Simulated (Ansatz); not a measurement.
An Ansatz (an electronic-structure program) run. Input:

Ansatz 0.2 input:
```yaml
crystal:
  lattice:
    - [0.0, 3.0010150079, 3.0010150079]
    - [3.0010150079, 0.0, 3.0010150079]
    - [3.0010150079, 3.0010150079, 0.0]
  atoms:
    - { symbol: Al, position: [0.25, 0.25, 0.25] }
    - { symbol: Al, position: [0.75, 0.75, 0.75] }
    - { symbol: Au, position: [0.0, 0.0, 0.0] }
kpoints:
  mp_grid: { grid: [25, 25, 25] }
hamiltonian:
  xc: pbesol
  pseudopotentials: { azcp: { folder: ./paw }, kind: paw }
scf:
  occupations: { method: fermi_dirac, width: 0.1 }
elastic: { mode: relaxed_ion, stencil: two_point, amplitude: 0.005, f_tol: 0.0005 }
```

Output (shortened):

```
Pseudopotential: Al, paw, valence charge 3
Pseudopotential: Au, paw, valence charge 19
Functional definition: PBEsol
Crystal: 3 atoms, lattice volume = 54.055 Å³
Basis set: ecut = 420 eV, 1067 PW (Γ), exchange–correlation on 60×60×60 points (8 copies of the dense FFT grid, shifted against one another)
Bands: 17, of which v1, the nominal top of the filled ones, is band 13 counted from 1 (12 counted from 0)
Symmetry: 48 space group operations
Space group: Fm-3m (ITA 225), of the structure as read, at distance tolerance 3.8e-5 Å
k-points: 455 of 15625
the search or the solves at the SCF's close seem to have found levels that the self-consistency loop had missed (the run counts 2) …
SCF 1 converged in 12 iterations: F = -14059.312748 eV  dr2 = 1.54e-15
Crystal: 3 atoms, lattice volume = 53.785 Å³
Basis set: ecut = 420 eV, 1057 PW (Γ), exchange–correlation on 60×60×60 points (8 copies of the dense FFT grid, shifted against one another)
Symmetry: 16 space group operations
k-points: 1183 of 15625
SCF 2 converged in 9 iterations: F = -14059.312045 eV  dr2 = 5.40e-14
Crystal: 3 atoms, lattice volume = 54.325 Å³
SCF 3 converged in 7 iterations: F = -14059.312154 eV  dr2 = 5.56e-14
Crystal: 3 atoms, lattice volume = 54.054 Å³
Symmetry: 8 space group operations
k-points: 2197 of 15625
SCF 4 converged in 10 iterations: F = -14059.312376 eV  dr2 = 3.52e-15
relax step   1: F+E_penalty+E_count = -14059.31237564 eV  Δ(F+E_penalty+E_count) = +0.000e0 eV  max|allowed force component| = 3.227e-2 eV/Å  Δτ_max = 0.0000 Å  (10 SCF iters, accepted)
Crystal: 3 atoms, lattice volume = 54.054 Å³
SCF 5 converged in 8 iterations: F = -14059.312525 eV  dr2 = 1.54e-14
relax step   2: F+E_penalty+E_count = -14059.31252530 eV  Δ(F+E_penalty+E_count) = -1.497e-4 eV  max|allowed force component| = 3.876e-3 eV/Å  Δτ_max = 0.0041 Å  (8 SCF iters, accepted)
Crystal: 3 atoms, lattice volume = 54.054 Å³
SCF 6 converged in 7 iterations: F = -14059.312527 eV  dr2 = 1.87e-14
relax step   3: F+E_penalty+E_count = -14059.31252749 eV  Δ(F+E_penalty+E_count) = -2.191e-6 eV  max|allowed force component| = 7.533e-7 eV/Å  Δτ_max = 0.0006 Å  (7 SCF iters, accepted)
Crystal: 3 atoms, lattice volume = 54.054 Å³
SCF 7 converged in 9 iterations: F = -14059.312527 eV  dr2 = 4.56e-14
Crystal: 3 atoms, lattice volume = 54.054 Å³
SCF 8 converged in 10 iterations: F = -14059.312376 eV  dr2 = 3.28e-15
relax step   1: F+E_penalty+E_count = -14059.31237564 eV  Δ(F+E_penalty+E_count) = +0.000e0 eV  max|allowed force component| = 3.227e-2 eV/Å  Δτ_max = 0.0000 Å  (10 SCF iters, accepted)
Crystal: 3 atoms, lattice volume = 54.054 Å³
SCF 9 converged in 8 iterations: F = -14059.312527 eV  dr2 = 2.15e-14
relax step   2: F+E_penalty+E_count = -14059.31252749 eV  Δ(F+E_penalty+E_count) = -1.518e-4 eV  max|allowed force component| = 5.513e-6 eV/Å  Δτ_max = 0.0047 Å  (8 SCF iters, accepted)
Crystal: 3 atoms, lattice volume = 54.054 Å³
SCF 10 converged in 9 iterations: F = -14059.312527 eV  dr2 = 4.41e-14
SCF converged after 12 iterations
Free energy (F): -14059.312748 eV
Harris-Foulkes:  -14059.312748 eV  (|F-HF|=9.09e-12)
Internal energy: -14059.283077 eV  (E = F + TS)
E sigma→0 (E₀):  -14059.297912 eV
Entropy (-TS):   -0.029672 eV (-9.891 meV/atom)
Fermi energy:    11.130451 eV
--- Per-component energies (eV) ---
  E_band       = -378.402609
  E_kinetic    = 622.079929
  E_local      = -2964.646288  (includes V_loc(G=0)·N_el)
  E_nonlocal   = 116.178928
  E_hartree    = 1285.407706
  E_xc         = -290.708051
  E_vxc        = -322.263111  (∫ρ·V_xc dr)
  E_paw        = -10500.646217  (= ΣΔE_a)
  E_vpaw       = -400.569045  (= ΣTr[D̂ρ^β])
  E_aug_tail   = 0.001567  (compensation charges beyond the density's cutoff)
  E_ewald      = -2327.298456
  E_core_change = 0.347805  (= ΣΔE_core)
  E_smearing   = -0.029672  (= −TS)
  E_closure    = 0.000000  (closes the sum)
  Σ components = -14059.312748   (vs F -14059.312748, Δ=0.00e0)
--- Forces (eV/Å), atoms counted from 1 ---
  atom   1  Al     0.00000000     0.00000000     0.00000000
  atom   2  Al     0.00000000     0.00000000     0.00000000
  atom   3  Au     0.00000000     0.00000000     0.00000000
  max |Σ_I F_I| component: 2.31e-17 eV/Å
--- Stress (GPa, compression-positive) ---
        0.028115       0.000000       0.000000
        0.000000       0.028115       0.000000
        0.000000       0.000000       0.028115
  P = ⅓ Tr σ = 0.0281 GPa (0.281 kbar)
--- Band table (eV; the first three rows and the last of 455) ---
  k-point 0: bands = ["-96.1950", "-47.4516", "-47.4516", "-47.4516", "0.5585", "4.5217", "4.5217", "4.5217", "5.4817", "5.4817", "13.3726", "14.0336", "14.0336", "14.0336", "15.0393", "15.0393", "15.0393"]
  k-point 1: bands = ["-96.1950", "-47.4517", "-47.4516", "-47.4516", "0.5796", "4.5144", "4.5272", "4.5272", "5.4804", "5.4804", "13.2765", "13.6597", "13.9239", "13.9239", "15.1592", "15.1592", "15.4291"]
  k-point 2: bands = ["-96.1950", "-47.4517", "-47.4516", "-47.4516", "0.6426", "4.4935", "4.5432", "4.5432", "5.4768", "5.4768", "12.6170", "13.5457", "13.6811", "13.6811", "15.4254", "15.4254", "15.9487"]
  k-point 454: bands = ["-96.1950", "-47.4524", "-47.4523", "-47.4520", "4.0603", "4.0752", "4.7641", "4.9108", "5.3265", "5.8977", "7.0091", "7.2003", "8.9454", "15.0855", "15.3563", "16.1244", "16.6027"]
--- Elastic constants: 2 strain directions × 2 members + reference (group order 48) ---
  dense FFT box of the reference and of every strained cell: 30×30×30
  strains applied: 11, 23; error gains: componentwise 1.00 (the most a stress slope's error grows in a printed constant), spectral 1.73 (1 for all six strains …
  C = ∂σ_k/∂η_j (tension-positive GPa; Voigt order 11 22 33 23 13 12):
       153.459     96.105     96.105      0.000      0.000      0.000
        96.105    153.459     96.105      0.000      0.000      0.000
        96.105     96.105    153.459      0.000      0.000      0.000
         0.000      0.000      0.000     52.070      0.000      0.000
         0.000      0.000      0.000      0.000     52.070      0.000
         0.000      0.000      0.000      0.000      0.000     52.070
  reference stress σ⁰ (GPa):     -0.028     -0.028     -0.028      0.000      0.000      0.000
  moduli (Voigt/Reuss/Hill, GPa): K = 115.22/115.22/115.22   G = 42.71/39.26/40.99   E = 109.92   ν = 0.341
  mechanically stable: yes (min eigenvalue of sym C = 52.07 GPa)
  strain η (Voigt 11):  stress-route row diagonal C_11 = 153.46 GPa, energy-path curvature d²(F+E_count+ΔE)/dδ²/Ω₀ = 153.45 GPa
         δ    σ_11 (GPa)             F (eV)   n_scf  n_hpsi   n_pw
    -5.000e-3      -0.8074      -14059.3120454       9  411268   1066   relax 0 steps, max|allowed force component| 5.55e-17 eV/Å
     5.000e-3       0.7272      -14059.3121542       7  334495   1073   relax 0 steps, max|allowed force component| 5.55e-17 eV/Å
  strain η (Voigt 23):  stress-route row diagonal C_44 = 52.07 GPa, energy-path curvature d²(F+E_count+ΔE)/dδ²/Ω₀ = 52.09 GPa
         δ    σ_23 (GPa)             F (eV)   n_scf  n_hpsi   n_pw
    -5.000e-3      -0.2603      -14059.3125275       9  630914   1073   relax 3 steps, max|allowed force component| 7.53e-7 eV/Å
     5.000e-3       0.2603      -14059.3125275       9  631005   1073   relax 2 steps, max|allowed force component| 5.51e-6 eV/Å
```

Cost: very roughly 9 core-minutes on shared cores.

The cell was relaxed with PBEsol under the symmetry of its start; of distortions, only those at the zone centre were tested. As this level gives no gap, shear constants depend on the k-mesh and smearing (Fermi–Dirac, 0.1 eV here). Spin–orbit coupling is left out wherever it is not named.

Potentials: the earlier of the program's two PAW sets.

Ansatz is a plane-wave DFT program.
